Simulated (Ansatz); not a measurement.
Input file for Ansatz (a quantum-chemistry and plane-wave program):

Ansatz 0.2 input:
```yaml
crystal:
  lattice:
    - [4.5282794551, 0.0, 0.0]
    - [0.0, 4.5282794551, 0.0]
    - [0.0, 0.0, 3.1807635833]
  atoms:
    - { symbol: Ir, position: [0.0, 0.0, 0.0] }
    - { symbol: Ir, position: [0.5, 0.5, 0.5] }
    - { symbol: O, position: [0.308558253, 0.308558253, 0.0] }
    - { symbol: O, position: [0.191441747, 0.808558253, 0.5] }
    - { symbol: O, position: [0.691441747, 0.691441747, 0.0] }
    - { symbol: O, position: [0.808558253, 0.191441747, 0.5] }
kpoints:
  mp_grid: { grid: [9, 9, 13] }
basis: { xc_grid: 2, fft_grid_basis: typed }
hamiltonian:
  xc: pbe
  pseudopotentials: { kind: paw }
scf:
  occupations: { method: gaussian, width: 0.05 }
checkpoint: { read: metal.run }
output: { write_density: true, elf: true, volumetric_format: npy }
```

Output (shortened):

```
Pseudopotential: Ir, paw, valence charge 17
Pseudopotential: O, paw, valence charge 6
Functional definition: PBE
Crystal: 6 atoms, lattice volume = 65.223 Å³
Basis set: ecut = 420 eV, 1251 PW (Γ), exchange–correlation on 64×64×48 points (8 copies of the dense FFT grid, shifted against one another)
Bands: 41, of which v1, the nominal top of the filled ones, is band 29 counted from 1 (28 counted from 0)
Symmetry: 16 space group operations
Space group: P42/mnm (ITA 136), of the structure as read, at distance tolerance 4.0e-5 Å
k-points: 105 of 1053
Stability of the state it starts from, as read at its close in the unpolarized treatment …
iter 1 solved again at ethr=3.16e-8 eV; its pass at ethr=3.10e-3 eV (dr2=1.83e-5 eV) is discarded
SCF iter   1: F=—  HF=-26135.252332 eV  |F-HF|=—  |Δ(HF+E_count)|=         —  Δρ=6.17e-7  dr2=1.55e-10  ethr=3.16e-8  ⟨swp⟩=3.6  Hψ=29042  notcnv=0
preconditioner: auto → LDOS
SCF iter   2: F=-26135.252332 eV  HF=-26135.252332 eV  |F-HF|=1.42e-10  |Δ(HF+E_count)|=   1.67e-7  Δρ=7.10e-7  dr2=1.96e-10  ethr=1.00e-12  ⟨swp⟩=6.0  Hψ=15688  notcnv=0
SCF 1 converged in 2 iterations: F = -26135.252332 eV  dr2 = 1.96e-10
SCF converged after 2 iterations
Free energy (F): -26135.252332 eV
Harris-Foulkes:  -26135.252332 eV  (|F-HF|=1.42e-10)
Internal energy: -26135.247874 eV  (E = F + TS)
E sigma→0 (E₀):  -26135.250103 eV
Entropy (-TS):   -0.004458 eV (-0.743 meV/atom)
Fermi energy:    14.059192 eV
--- Per-component energies (eV) ---
  E_band       = -476.670257
  E_kinetic    = 1938.679907
  E_local      = -4507.276083  (includes V_loc(G=0)·N_el)
  E_nonlocal   = 338.780599
  E_hartree    = 1663.144295
  E_xc         = -824.661755
  E_vxc        = -968.409095  (∫ρ·V_xc dr)
  E_paw        = -19078.158216  (= ΣΔE_a)
  E_vpaw       = -604.743586  (= ΣTr[D̂ρ^β])
  E_aug_tail   = 0.010051  (compensation charges beyond the density's cutoff)
  E_ewald      = -5665.766671
  E_smearing   = -0.004458  (= −TS)
  E_closure    =  0.000000  (closes the sum)
  Σ components = -26135.252332   (vs F -26135.252332, Δ=0.00e0)
  [band-id]    e_kinetic+e_local+e_nonlocal+2·e_hartree+e_vxc+e_vpaw+e_augmentation_tail = -476.669618   (vs E_band -476.670257, Δ=6.39e-4)
--- Band table (eV; the first three rows and the last of 105) ---
  k-point 0: bands = ["-79.2706", "-79.2692", "-36.2520", "-36.2520", "-36.1530", "-36.1384", "-35.9878", "-35.9878", "-6.9941", "-5.8227", "-4.7797", "-4.7797", "4.4081", "4.6609", "6.2376", "6.2376", "6.3705", "8.9866", "9.2514", "9.2514", "10.5083", …
  k-point 1: bands = ["-79.2705", "-79.2691", "-36.2516", "-36.2516", "-36.1586", "-36.1445", "-35.9871", "-35.9871", "-6.9386", "-5.7919", "-4.8115", "-4.8115", "4.4885", "4.7196", "6.2785", "6.2785", "6.4305", "8.7487", "9.3058", "9.3058", "10.1128", …
  k-point 2: bands = ["-79.2700", "-79.2688", "-36.2503", "-36.2503", "-36.1742", "-36.1613", "-35.9849", "-35.9849", "-6.7797", "-5.7095", "-4.8984", "-4.8984", "4.7230", "4.8866", "6.3969", "6.3969", "6.6090", "8.1880", "9.3963", "9.4459", "9.4459", …
  k-point 104: bands = ["-79.2675", "-79.2675", "-36.2503", "-36.2455", "-36.2447", "-36.2398", "-35.9749", "-35.9748", "-5.5523", "-5.5054", "-5.3943", "-5.3470", "5.8786", "5.9464", "6.2843", "6.3860", "6.7969", "7.0286", "8.4783", "8.4809", "9.7716", …
```

Cost: around 12 core-seconds (rough) on shared cores.

Space group P4_2/mnm (rutile). The cell was relaxed with PBE under the symmetry of its start; of distortions, only those at the zone centre were tested. The run is not spin-polarised. Spin–orbit coupling is left out wherever it is not named.

Potentials: the later of the program's two PAW sets.

Ansatz is a plane-wave DFT program.
